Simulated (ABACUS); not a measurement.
**Cell size against k-point sampling: CdS (space group no. 216; from Materials Project mp-2469)**

The cell holds 54 atoms: 3 × 3 × 3 repeats of the unit below.

```xyz
2
Lattice="0.0000 2.9430 2.9430 2.9430 0.0000 2.9430 2.9430 2.9430 0.0000" Properties=species:S:1:pos:R:3 pbc="T T T"
Cd     0.0000     0.0000     0.0000
S      1.4715     1.4715     1.4715
```

Level of theory: LDA (PW92), numerical atomic orbitals DZP (confined pseudo-atomic orbitals with Gaussian additions; energy shift 0.003 Ry), PseudoDojo 0.4 standard norm-conserving LDA (tails mended) pseudopotentials run with ABACUS.

Settings: basis = DZP numerical atomic orbitals, energy shift 0.003 Ry; KPT = Gamma 2 2 2 0 0 0; basis_type = lcao; dft_functional = PWLDA; ecutwfc = 100 Ry; smearing_method = fd; smearing_sigma = 0.00146997 Ry; potentials = PseudoDojo 0.4 standard norm-conserving LDA (tails mended); symmetry = 1; symmetry_prec = 1e-05; ks_solver = genelpa; scf_nmax = 100; scf_thr = 1.0e-07; mixing_type = pulay; mixing_beta = 0.4.

The same crystal is run in cells of several sizes, at the zone centre alone and on meshes of about one spacing (all through Γ); other settings stay, and the mesh named above is that of the cell described.

Task: How does the zone-centre energy approach that of the best-sampled run as the cell grows?

Result: At the zone centre alone the energy per atom lies 5396 meV from run R5 in the cell of 2 atoms and 82.1 meV in that of 54. The runs on meshes spread over 16.8 meV/atom. A supercell at Γ samples the same points as the small cell on a mesh of its repeats, so the product of atoms and mesh points roughly measures the sampling (how it is spread over the three directions matters too); run R5 has the largest product here, or one of the largest, and need not be converged itself. Rows whose repeats times mesh give the same three numbers hold the same set of points and agree by construction.

```json
[
 {"run": "R0", "repeats": "1 × 1 × 1", "atoms": "2", "k-point mesh": "1 × 1 × 1", "atoms × mesh points": "2", "ΔF from R5 (meV/atom)": "5396.0", "pressure (GPa)": "39.79", "gap on the mesh (eV)": "under 0.05"},
 {"run": "R1", "repeats": "1 × 1 × 1", "atoms": "2", "k-point mesh": "4 × 4 × 4", "atoms × mesh points": "128", "ΔF from R5 (meV/atom)": "16.8", "pressure (GPa)": "-2.32", "gap on the mesh (eV)": "0.91"},
 {"run": "R2", "repeats": "2 × 2 × 2", "atoms": "16", "k-point mesh": "1 × 1 × 1", "atoms × mesh points": "16", "ΔF from R5 (meV/atom)": "498.1", "pressure (GPa)": "0.46", "gap on the mesh (eV)": "0.68"},
 {"run": "R3", "repeats": "2 × 2 × 2", "atoms": "16", "k-point mesh": "2 × 2 × 2", "atoms × mesh points": "128", "ΔF from R5 (meV/atom)": "16.8", "pressure (GPa)": "-2.32", "gap on the mesh (eV)": "0.91"},
 {"run": "R4", "repeats": "3 × 3 × 3", "atoms": "54", "k-point mesh": "1 × 1 × 1", "atoms × mesh points": "54", "ΔF from R5 (meV/atom)": "82.1", "pressure (GPa)": "-1.79", "gap on the mesh (eV)": "0.86"},
 {"run": "R5", "repeats": "3 × 3 × 3", "atoms": "54", "k-point mesh": "2 × 2 × 2", "atoms × mesh points": "432", "ΔF from R5 (meV/atom)": "0.0", "pressure (GPa)": "-2.45", "gap on the mesh (eV)": "0.92"}
]
```

The atom-centred basis is finite, which shifts total energies, pressures, gaps and forces against plane waves. The structure comes from a collection of computed structures, made at another level of theory; the collection holds predicted forms beside known ones. The cell is neutral and was run without spin polarisation; atoms start from ideal sites unless a change or a relaxation is shown.

The atomic orbitals were generated for these runs; they are not ABACUS's published sets and were checked against plane waves on a few crystals only.

“Tails mended”: in these copies of the files the far tail of each local potential was reset to the Coulomb form.
